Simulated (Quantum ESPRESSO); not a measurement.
```xyz
2
Lattice="0.0000 2.8393 2.8393 2.8393 0.0000 2.8393 2.8393 2.8393 0.0000" Properties=species:S:1:pos:R:3 pbc="T T T"
Ge     0.0000     0.0000     0.0000
Ge     1.4196     1.4196     1.4196
```

Cell and atoms were relaxed with PBEsol from Materials Project entry mp-32, within its symmetry.

### Question
What does PBE (stringent potentials; pw.x of Quantum ESPRESSO, ONCV potentials, scalar-relativistic) give for the electronic structure near the Fermi level?

### Answer
At this level the gap is closed or nearly so: along the path the highest valence and lowest conduction bands touch, or overlap by less than 0.6 eV, a zero-gap or semimetallic result; the valence top lies at Γ, the conduction bottom at Γ. Semilocal functionals close the gaps of some narrow-gap semiconductors, so this alone doesn't show that the compound has none. Spin-orbit splittings are left out.
